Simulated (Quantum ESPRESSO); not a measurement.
```cif
data_ClCu
_chemical_formula_sum 'Cl1 Cu1'
_space_group_name_H-M_alt 'P 1'
_space_group_IT_number 1
_cell_length_a 3.71368
_cell_length_b 3.71368
_cell_length_c 3.71368
_cell_angle_alpha 60.000
_cell_angle_beta 60.000
_cell_angle_gamma 60.000
loop_
_space_group_symop_operation_xyz
  'x, y, z'
loop_
_atom_site_label
_atom_site_type_symbol
_atom_site_fract_x
_atom_site_fract_y
_atom_site_fract_z
_atom_site_occupancy
Cl1 Cl 0.00000 0.00000 0.00000 1
Cu1 Cu 0.25000 0.25000 0.25000 1
```

The PBEsol cell relaxed from Materials Project entry mp-22914 was given an isotropic strain of -0.7 % on all lattice vectors, and the atoms were relaxed again.

### Question
What does norm-conserving PBEsol (Quantum ESPRESSO, 92 Ry, scalar-relativistic) give for the electronic structure near the Fermi level?

### Answer
The PBEsol gap is direct, 0.59 eV at Γ. The filled Cu 3d shell has no Hubbard U; semilocal functionals place it too high.
